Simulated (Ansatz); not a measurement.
Theory: Ansatz, DFT PBE, scalar-relativistic, plane waves, PAW. The screen uses 420 eV, coarse Γ-centred meshes (up to 0.6 Å⁻¹ on the start cell), Gaussian smearing of 0.2 eV, tolerances of 0.08 eV/Å and 0.8 GPa and 16 steps at most, with the symmetry of each start kept. No spin polarisation. Energies are free energies per atom, good to about 0.1 eV/atom between metallic cells, end volumes are rough, and groups of ends are read at 0.1 Å.

Two unrelaxed guesses for ScGa5S:

A.

Space group P4/mmm (No. 123). a = 3.995 Å, b = 3.995 Å, c = 7.189 Å, α = 90.00°, β = 90.00°, γ = 90.00°
```tsv
atom	site	symmetry	x	y	z
Sc	1c	4/mmm	0.5000	0.5000	0.0000
Ga	4i	2mm.	0.0000	0.5000	0.3030
Ga	1a	4/mmm	0.0000	0.0000	0.0000
S	1b	4/mmm	0.0000	0.0000	0.5000
```

B.

Space group P4/mmm (No. 123). a = 4.317 Å, b = 4.317 Å, c = 6.907 Å, α = 90.00°, β = 90.00°, γ = 90.00°
| atom | site | symmetry | x | y | z |
| --- | --- | --- | --- | --- | --- |
| Sc | 1b | 4/mmm | 0.0000 | 0.0000 | 0.5000 |
| Ga | 4i | 2mm. | 0.0000 | 0.5000 | 0.2994 |
| Ga | 1c | 4/mmm | 0.5000 | 0.5000 | 0.0000 |
| S | 1a | 4/mmm | 0.0000 | 0.0000 | 0.0000 |

Task: Does the order of the two change on relaxation?

Result: As given, A is lower by 0.25 eV/atom. Relaxed, A is lower by 0.21 eV/atom, so the order holds. A goes from P4/mmm at 16.4 Å³/atom to P4/mmm at 18.8 Å³/atom and gains 0.24 eV/atom. B goes from P4/mmm at 18.4 Å³/atom to P4/mmm at 20.0 Å³/atom and gains 0.28 eV/atom. The closest pair in A goes from Ga–S at 2.45 Å to Ga–S at 2.78 Å. The closest pair in B goes from Sc–Ga at 2.57 Å to Ga–S and Ga–Ga at 2.76 Å. At the end: counting Ga or Sc atoms around S (for each partner element, those within 1.25 times its shortest distance or 1.15 times the sum of covalent radii, where it is the nearest in units of that sum or under 1.3; a plus sign parts groups by distance over the sum of covalent radii; the shortest distance is added where it exceeds 1.18 times the sum of covalent radii), A has S 8 from 2.8 Å and B has S 4+8 from 2.8 Å. The lowest end among all the guesses of this search lies 0.21 eV/atom under the better of the two.
